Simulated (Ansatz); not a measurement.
Relaxed-ion elastic tensor of LiTaO3 in space group R3c (No. 161; Li on 6a, Ta on 6a, O on 18b) in GPa (Voigt order), PBEsol (plane waves, PAW; program Ansatz); density 7.46 g/cm³, 10.50 Å³ per atom.

```
 231  51.0  82.4  -9.2   0.0   0.0
51.0   231  82.4   9.2   0.0   0.0
82.4  82.4   271   0.0   0.0   0.0
-9.2   9.2   0.0  92.4   0.0   0.0
 0.0   0.0   0.0   0.0  92.4  -9.2
 0.0   0.0   0.0   0.0  -9.2  89.7
```

Problem. Is the crystal mechanically stable?

Solution. Yes: the smallest eigenvalue of C is 81.7 GPa.

Problem. Work out the Voigt, Reuss and Hill averages.

Solution. K_V = 129, K_R = 127, K_H = 128; G_V = 89.3, G_R = 88.1, G_H = 88.7 GPa.

Problem. Give Young's modulus, Poisson's ratio, Pugh's ratio and the universal anisotropy index.

Solution. E = 9KG/(3K + G) = 216 GPa; ν = 0.22; K/G = 1.44 (brittle by the Pugh limit of 1.75); A_U = 5G_V/G_R + K_V/K_R − 6 = 0.09.

Problem. Estimate the sound speeds and the Debye temperature.

Solution. v_l = √((K + 4G/3)/ρ) = 5750 m/s, v_t = √(G/ρ) = 3450 m/s, mean 3820 m/s; Θ = (h/k)(3n/4πV)^(1/3) v_m = 519 K.

Problem. Solve the Christoffel equation for the three sound speeds along x, y, z.

Solution. Eigenvalues of C_ijkl n_j n_l equal ρv² (piezoelectric stiffening left out). In km/s, slowest first: x 3.31, 3.67, 5.56; y 3.47, 3.51, 5.57; z 3.52, 3.52, 6.03.

Problem. How much does each axis shrink under pressure?

Solution. Linear compressibilities β_i = Σ_j S_ij (j = 1 to 3): x 3.0, y 3.0, z 1.9 per TPa.

The cell was relaxed with PBEsol under the symmetry of its start. No spin polarisation was allowed. Scalar-relativistic: spin–orbit coupling is off unless named, which matters more the heavier the elements.

Potentials: the later of the program's two PAW sets.
